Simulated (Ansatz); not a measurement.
A relaxed cell of Mg₃CdTe₄ is given with its symmetry left out. The cell was found from a structure generator's guess, not taken from experiment.

Theory: DFT PBE, scalar-relativistic, plane waves, PAW in Ansatz 0.2.0. Cutoff 420 eV, Γ-centred mesh, Gaussian smearing, no spin polarisation.

```yaml
crystal:
  lattice:
    - [6.53598, 0.00000, 0.00000]
    - [0.00000, 6.53598, 0.00000]
    - [0.00000, 0.00000, 6.53598]
  atoms:
    - { symbol: Mg, position: [0.00000, 0.00000, 0.50000] }
    - { symbol: Mg, position: [0.00000, 0.50000, 0.00000] }
    - { symbol: Mg, position: [0.50000, 0.00000, 0.00000] }
    - { symbol: Cd, position: [0.50000, 0.50000, 0.50000] }
    - { symbol: Te, position: [0.75313, 0.75313, 0.75313] }
    - { symbol: Te, position: [0.75313, 0.24687, 0.24687] }
    - { symbol: Te, position: [0.24687, 0.75313, 0.24687] }
    - { symbol: Te, position: [0.24687, 0.24687, 0.75313] }
```

Energies over the elements count from the elements' standard structures at the same level, with no fitted energy shifts.

Q: Find its symmetry and describe it.

A: P-43m (No. 215), with Mg and Cd ordered on zinc blende sites. Conventional cell: a = 6.536 Å. Mg has 4 Te at 2.82 Å; Cd has 4 Te at 2.87 Å; Te has 3 Mg at 2.82 Å and 1 Cd at 2.87 Å.

Q: What is its formation energy per atom?

A: −0.776 eV/atom. A negative formation energy is needed for stability but isn't enough: competing phases decide.

Q: Is it a metal?

A: No, the gap on the 4×4×4 mesh is 1.78 eV.

The last run used a 4×4×4 mesh for its 8-atom cell and Gaussian smearing of 0.02 eV. These runs have no spin–orbit coupling, which can matter for Te. Kohn–Sham gaps at this level usually fall short of measured ones. The missing spin–orbit coupling can work the other way here. The reference form of Te is held partly by dispersion forces, which this level lacks. Symmetry constrained the relaxation, so the result can be a saddle point.
